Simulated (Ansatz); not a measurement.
YF3 (space group Pnma)

```
YF3
1.0
    6.33039     0.00000     0.00000
    0.00000     6.83929     0.00000
    0.00000     0.00000     4.36949
Y F
4 12
Cartesian
  3.99395   5.12947   4.10141
  2.33644   1.70982   0.26808
  5.50164   1.70982   1.91666
  0.82875   5.12947   2.45282
  1.04495   2.98782   1.65176
  5.28544   3.85147   2.71773
  2.12025   3.85147   3.83650
  4.21014   2.98782   0.53299
  4.21014   0.43182   0.53299
  2.12025   6.40747   3.83650
  5.28544   6.40747   2.71773
  1.04495   0.43182   1.65176
  3.31123   1.70982   2.57554
  3.01916   5.12947   1.79395
  6.18436   5.12947   0.39079
  0.14603   1.70982   3.97869
```

E(V) scan at fixed shape, V₀ the volume above. The atoms relax within the cell's symmetry.

Level of theory: PBEsol (plane waves to 420 eV, PAW, scalar-relativistic; Ansatz, a program for electronic structure). k mesh 4×4×6 (Γ-centred), Fermi-Dirac smearing 0.05 eV. The energy includes the smearing's −TS. With the shape held, the modulus is that of even scaling; a crystal free to change shape is softer. YF3 is run without spin polarisation. YF3 was relaxed with its symmetry unable to fall. The zero of ΔE is the relaxed starting cell.

```csv
V (Å³/atom),ΔE (meV/atom)
10.641,56.9
10.838,38.1
11.035,23.6
11.232,12.8
11.430,5.5
11.627,1.3
11.824,0.0
12.021,1.2
12.218,4.7
12.415,10.2
12.612,17.6
12.809,26.3
13.006,36.4
```

Q: What is the fitted pressure derivative B₀′?

A: 5.6.

Q: What bulk modulus at fixed cell shape B₀ follows from a third-order Birch-Murnaghan fit?

A: 122 GPa. Check by three points about V = 11.824 Å³/atom, step 0.197: d²E/dV² ≈ (1.3 − 2·0.0 + 1.2) meV / 0.197² = 0.0644 eV/Å⁶, and V·d²E/dV² × 160.2 = 122 GPa.

(Under strain, the slope of the energy per volume gives the stress and its curvature an elastic modulus.)
